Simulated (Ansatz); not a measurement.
Relaxed-ion elastic tensor of PbS in space group P4/nmm (No. 129; Pb on 2c, S on 2a) in GPa (Voigt order), plane-wave PAW LDA (Ansatz code); density 8.19 g/cm³, 24.26 Å³ per atom.

```
37.2  90.8  21.1   0.0   0.0   0.0
90.8  37.2  21.1   0.0   0.0   0.0
21.1  21.1  40.1   0.0   0.0   0.0
 0.0   0.0   0.0   4.6   0.0   0.0
 0.0   0.0   0.0   0.0   4.6   0.0
 0.0   0.0   0.0   0.0   0.0  40.9
```

**Question.** Is the crystal mechanically stable?

**Answer.** No: the smallest eigenvalue of C is -53.6 GPa.

The cell is a constructed one: a structure type filled with these elements; neither database checked (COD, Materials Project) lists it. It is not the phase usual at ambient conditions (space group No. 225). Symmetry was held in the LDA relaxation. At this level the phase is mechanically unstable. A crystal of weakly bound layers computed without a dispersion correction: the cell and the soft elastic constants depend strongly on that. Scalar-relativistic: spin–orbit coupling is off unless named, which matters more the heavier the elements.

Potentials: the later of the program's two PAW sets.
